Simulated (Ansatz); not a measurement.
Is this BeSn2S3 structure a true minimum?

It was reached by relaxing an invented guess, and it needn't be the stable form of this composition.

Computed with Ansatz, DFT PBE, scalar-relativistic, plane waves, PAW. Plane waves to 420 eV, a k mesh through Γ of 8×10×4 on the computed 6-atom cell and Gaussian smearing (0.02 eV); no spin polarisation.

The cell below (6 atoms, space group Pm (No. 6)) is relaxed within its symmetry.

```yaml
crystal:
  lattice:
    - [5.15714, 0.00000, 0.00483]
    - [0.00000, 3.59717, 0.00000]
    - [-0.85402, 0.00000, 8.58620]
  atoms:
    - { symbol: Be, position: [0.42938, 0.50000, 0.15521] }
    - { symbol: Sn, position: [0.47980, 0.50000, 0.57451] }
    - { symbol: Sn, position: [0.96889, 0.00000, 0.94364] }
    - { symbol: S, position: [0.33358, 0.50000, 0.91760] }
    - { symbol: S, position: [0.44716, 0.00000, 0.26677] }
    - { symbol: S, position: [0.84119, 0.00000, 0.64227] }
```

For the test a repeat of it with 12 atoms (edges 3.60, 8.63, 10.31 Å) was strained at random (σ = 1.5 % a component), the atoms were moved at random (σ = 0.15 Å), and all was relaxed again on a coarse 4×2×2 mesh (in the run’s order of axes) with 0.10 eV smearing, with no symmetry imposed.

No dispersion correction is applied, so the spacing and binding between layers, chains or molecules are poorly described.

Q: What happens?

A: It doesn't return. The energy falls by 47 meV/atom on that mesh, the volume changes by 2.3 %, and the end has space group P1 (No. 1) at a loose tolerance. Relaxed again on an 8×6×4 mesh with 0.02 eV smearing, the new structure lies 45 meV/atom below the first (mesh in the axes of the run's cell; the cell below is made exact in the group named). Space group Cm (No. 8), monoclinic, a = 18.100 Å, b = 3.650 Å, c = 5.111 Å, β = 104.2°. Around Be lie 3 S at 2.03–2.06 Å; Sn on its first site has 3 S at 2.61–2.70 Å; Sn on its second site is surrounded by 3 S at 2.63 Å; S on its first site has 1 Be at 2.03 Å and 2 Sn at 2.63 Å; 2 more sites not described.

```
CELL_PARAMETERS angstrom
9.04977 -1.82476 0.00000
9.04977 1.82476 0.00000
-1.25066 0.00000 4.95518
ATOMIC_POSITIONS crystal
Be 0.54043 0.54043 0.45629
Sn 0.23612 0.23612 0.43737
Sn 0.92606 0.92606 0.95520
S 0.42497 0.42497 0.32399
S 0.09421 0.09421 0.51782
S 0.77644 0.77644 0.80933
```
